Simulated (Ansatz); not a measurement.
Relaxed Li (bcc, W type):

```
CELL_PARAMETERS angstrom
     -3.43518     3.43518     3.43518
      1.71759    -1.71759     1.71759
      1.71759     1.71759    -1.71759
ATOMIC_POSITIONS crystal
  Li 0.00000 0.00000 0.00000
  Li 0.50000 0.00000 0.00000
```

The atoms are displaced by Q × the pattern below (from a DFPT mode at N = (0.5, 0.0, 0.0), largest move 1; Q in Å), at fixed cell. (q is in reciprocal vectors of the primitive cell; the cell shown is doubled to hold the pattern.)

```
atom      x       y       z
----  -----  ------  ------
Li1   0.000  -0.707  -0.707
Li2   0.000   0.707   0.707
```

These are PBE (plane waves to 420 eV, PAW, scalar-relativistic; Ansatz, a first-principles code) values and carry that method's errors. k mesh 19×19×19 (Γ-centred), Fermi-Dirac smearing 0.05 eV. E stands for the smeared free energy. With partly filled bands, energies and forces of such displacements shift with the k mesh and the smearing. Li was relaxed with its symmetry unable to fall. The zero of ΔE is the undisplaced structure. The last digit holds for this mesh only.

```json
[
 {"Q (Å)": "-0.180", "ΔE (meV/cell)": "87.6"},
 {"Q (Å)": "-0.150", "ΔE (meV/cell)": "withheld"},
 {"Q (Å)": "-0.120", "ΔE (meV/cell)": "38.6"},
 {"Q (Å)": "-0.090", "ΔE (meV/cell)": "21.6"},
 {"Q (Å)": "-0.060", "ΔE (meV/cell)": "9.6"},
 {"Q (Å)": "-0.030", "ΔE (meV/cell)": "2.4"},
 {"Q (Å)": "0.000", "ΔE (meV/cell)": "0.0"},
 {"Q (Å)": "0.030", "ΔE (meV/cell)": "2.4"},
 {"Q (Å)": "0.060", "ΔE (meV/cell)": "9.6"},
 {"Q (Å)": "0.090", "ΔE (meV/cell)": "21.6"},
 {"Q (Å)": "0.120", "ΔE (meV/cell)": "38.6"},
 {"Q (Å)": "0.150", "ΔE (meV/cell)": "withheld"},
 {"Q (Å)": "0.180", "ΔE (meV/cell)": "87.6"}
]
```

Q: Fit an even polynomial form (powers 2, 4) to the given rows and predict ΔE at Q = -0.150.

A: Least squares on the 11 given rows: ΔE = (2659)·Q² + (1367)·Q⁴, in meV/cell with Q in Å; root-mean-square residual 0.02 meV/cell. At -0.150 the fit gives 60.5 meV/cell; the calculation gives 60.5 meV/cell, the same to the digits shown. The quadratic term alone would give 59.8 meV/cell.

(A displaced cell: forces are minus the slopes of the energy, force constants its curvatures, and phonons follow from these.)
